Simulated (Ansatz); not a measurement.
## MoS2 (P-3m1): electronic heat capacity and spin susceptibility from the density of states

Method: DFT PBEsol, scalar-relativistic, plane waves, PAW (Ansatz 0.2.0).

Plane waves to 420 eV, a k mesh through Γ of 18×18×8 on the computed 3-atom cell and Gaussian smearing (0.10 eV); no spin polarisation.

Relaxed cell: P-3m1, a = 3.141 Å, b = 3.141 Å, c = 6.125 Å, α = 90.00°, β = 90.00°, γ = 120.00°, 3 atoms in the primitive cell. This form isn't the usual stable structure of the compound.

The density of states at the Fermi level is 1.136 states/eV in the cell of 3 atoms (1 formula unit; both spins, tetrahedra on a 27×27×12 mesh).

Task: What Sommerfeld coefficient and Pauli susceptibility does this give?

Result: Per formula unit N(E_F) = 1.136 states/eV. γ = (π²/3) k_B² N(E_F) N_A = 2.357 mJ/(mol K²) per state/eV, so γ = 2.7 mJ/(mol K²), a mole of formula units. χ_P = μ_B² N(E_F) N_A = 3.23×10⁻⁵ emu/mol per state/eV gives 3.7×10⁻⁵ emu/mol. This is the bare band result: a measured γ of the same phase is as a rule larger by a factor 1 + λ from phonons and spin fluctuations, the spin part of χ is larger by the Stoner factor, and a measured χ also holds orbital and core terms. N(E_F) at one energy is sensitive to the mesh where the density of states has sharp peaks.

The cell holds layers, and where no dispersion correction was added their binding is poorly described.

A ferromagnetic start lost its moments in a first run, so spin was left out; other magnetic orders weren't tried.

Cost: 1 run of about 1.2 core-minutes, on Intel Xeon Platinum 8259CL (Skylake/Cascade Lake) (shared hosts).